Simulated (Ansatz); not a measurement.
Input:

BaHfO3 (cubic perovskite, Pm-3m), a = b = c = 4.1212 Å, α = β = γ = 90.00°.

This is the LDA-relaxed structure.

Task: All from plane-wave PAW LDA (Ansatz code), unless another level is named. Give the electron effective mass, band 2 of 3 at the edge.

Result: 0.32 along [100], 0.51 along [110], 0.42 along [111] (mₑ).

Task: Give the electron effective mass, band 1 of 3 at the edge.

Result: 2.2 along [100], 0.62 along [110], 0.50 along [111] (mₑ).

Task: Give the band gap.

Result: 3.57 eV (indirect).

Task: And the weight of the conduction-edge state by species (Voronoi cells)?

Result: Hf 52 %, O 37 %, Ba 11 %.

Symmetry was held in the LDA relaxation; phonons on a q-mesh show weakly imaginary modes. The run is not spin-polarised. Scalar-relativistic: spin–orbit coupling is off unless named, which matters more the heavier the elements.

Potentials: the later of the program's two PAW sets.
